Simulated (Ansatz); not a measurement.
BeTe (rock salt, space group No. 225), r²SCAN (plane waves, PAW; program Ansatz), all energies at zero smearing, with the estimated change up to a 700 eV cutoff added, with one set of potentials and settings (totals compare only within such a set). Cell of 2 atoms (1 Be, 1 Te): -7087.994 eV.

```
element                reference phase  E (eV/atom)
-------  -----------------------------  -----------
Be       P6_3/mmc, 2 atoms in the cell     -93.3361
Te         P3_121, 3 atoms in the cell   -6994.9041
```

Formation energy per atom, worked out: (-7087.994 − 1×(-93.3361) − 1×(-6994.9041))/2 = 0.123 eV/atom (12 kJ per mol of atoms), at 0 K, without zero-point energy or fitted corrections.

Space group Fm-3m (rock salt). The start of the workflow was typed in or built on a structure type; neither database checked (COD, Materials Project) lists it. COD files the formula under space group No. 216, so this cell is another polymorph or a model. Its standing as an ambient phase is unchecked. The r²SCAN relaxation kept the symmetry of its start; whether a distortion lowers the energy is not shown. The references are the lowest solids computed at this level, not always the standard phases. Spin–orbit coupling is left out wherever it is not named.

Potentials: the earlier of the program's two PAW sets.
